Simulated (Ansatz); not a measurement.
SrO:
```cif
data_OSr
_chemical_formula_sum 'Sr1 O1'
_space_group_name_H-M_alt 'P 1'
_space_group_IT_number 1
_cell_length_a 3.62229
_cell_length_b 3.62229
_cell_length_c 3.62229
_cell_angle_alpha 60.000
_cell_angle_beta 60.000
_cell_angle_gamma 60.000
loop_
_space_group_symop_operation_xyz
  'x, y, z'
loop_
_atom_site_label
_atom_site_type_symbol
_atom_site_fract_x
_atom_site_fract_y
_atom_site_fract_z
_atom_site_occupancy
Sr1 Sr 0.50000 0.50000 0.50000 1
O1 O 0.00000 0.00000 0.00000 1
```

Relaxed with PBEsol. DFT-PBEsol in the program Ansatz with PAW potentials gives a gap of 3.20 eV.

**Question.** What gap does HSE06 give on the same cell (Ansatz, PAW)?

**Answer.** 4.79 eV, 1.59 eV more. The hybrid was solved on a coarser mesh and at special points; the gap given is the minimum over both.

| k | v1 PBEsol | c1 PBEsol | v1 HSE06 | c1 HSE06 |
|---|---|---|---|---|
| Γ | 0.00 | 3.93 | ___ | ___ |
| X | -0.07 | 3.20 | -0.08 | 4.79 |
| L | -1.15 | 6.57 | ___ | ___ |
| W | -0.41 | 5.99 | ___ | ___ |
| K | -0.44 | 4.74 | ___ | ___ |

**Question.** Top valence (v1) and lowest conduction level (c1) in eV from each method's valence maximum (which need not be a listed point): supply the withheld HSE06 values.

**Answer.** 
- L, v1 HSE06: -1.20
- L, c1 HSE06: 8.34
- W, v1 HSE06: -0.42
- W, c1 HSE06: 7.70
- Γ, v1 HSE06: 0.00
- Γ, c1 HSE06: 5.58
- K, v1 HSE06: -0.46
- K, c1 HSE06: 6.38

Cost on shared cores: the PBEsol run (SCF on a 9×9×9 mesh, then bands and DOS) roughly 8 core-seconds, the HSE06 run (SCF on 7×7×7, then a few points) about 60 core-seconds (a rough figure); the tasks are unlike.

Space group Fm-3m (rock salt). The cell was relaxed with PBEsol under the symmetry of its start. Scalar-relativistic: spin–orbit coupling is off unless named, which matters more the heavier the elements.

Potentials: the earlier of the program's two PAW sets. The files were generated under PBE; for other functionals the program regenerates the frozen cores, and for LDA and PBEsol the local potential too.
